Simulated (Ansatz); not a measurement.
The relaxed structure here is a generated cell of Ti2AlC: the first start was made by placing the elements on the sites of a structure type, and the end was not matched to a known phase here, so it may be hypothetical.

The start is a generated cell, Ti2AlC built in the AFLOW prototype ABC2_hR4_166_a_b_c (F5_1, as in NaCrS2). Cell shape, volume and atoms are optimised at zero target pressure with PBEsol (plane waves to 420 eV, PAW, scalar-relativistic; Ansatz, an electronic-structure program). First-step values are on the input's coarse k-mesh.

Ansatz input (later rounds restart from its end on a renewed k-mesh):
Ansatz 0.2 input:
```yaml
crystal:
  lattice:
    - [1.639271, 0.9464336, 5.9511794]
    - [-1.639271, 0.9464336, 5.9511794]
    - [0, -1.8928672, 5.9511794]
  atoms:
    - { symbol: C, position: [0, 0, 0] }
    - { symbol: Al, position: [0.5, 0.5, 0.5] }
    - { symbol: Ti, position: [0.2667, 0.2667, 0.2667] }
    - { symbol: Ti, position: [0.7333, 0.7333, 0.7333] }
basis: { ecutwfc: 420, ecutrho_ratio: 4, xc_grid: 2, fft_grid_basis: typed }
kpoints: { mp_grid: { grid: [8, 8, 8] } }
hamiltonian:
  xc: pbesol
  dispersion: none
  pseudopotentials: { kind: paw }
scf: { occupations: { method: fermi_dirac, width: 0.05 } }
relax: { f_tol: 0.01, max_steps: 100, cell: { stress_tol: 0.02 } }
output: { forces: true, stress: true }
```

**Question.** What is the largest force in the starting geometry, and on which atom (counted from 1)?

**Answer.** About 2.4 eV/Å, on Ti3, Ti4 (atoms numbered as listed).

**Question.** How much energy is released per atom?

**Answer.** 0.35 eV/atom.

**Question.** How does the volume per atom move from start to end?

**Answer.** -1.2 %, from 13.85 to 13.68 Å³/atom.

**Question.** What band gap does the relaxed structure have at this level?

**Answer.** No gap (metallic).

**Question.** Give the final cell and atomic positions.

**Answer.** 
Space group R-3m, hexagonal axes (No. 166); a = b = 3.0381 Å, c = 20.5418 Å, α = β = 90.00°, γ = 120.00°

```
atom  site  symmetry       x       y       z
----  ----  --------  ------  ------  ------
C       3a       -3m  0.0000  0.0000  0.0000
Al      3b       -3m  0.0000  0.0000  0.5000
Ti      6c        3m  0.0000  0.0000  0.2780
```
(The calculation used a cell of 4 atoms; values per cell refer to that cell.)

The space group stays R-3m (No. 166) (the run could not lower it); the end is AFLOW prototype ABC2_hR4_166_a_b_c (F5_1, as in NaCrS2), with 4 atoms in the primitive cell. Final values are on a 18×18×18 k-mesh of the relaxed cell. No spin polarisation in the result. The relaxed primitive cell holds an odd number of electrons. A magnetic state may lie lower.

The run could not lose the symmetry of its start; a randomly shaken copy of 8 atoms returns to this structure.
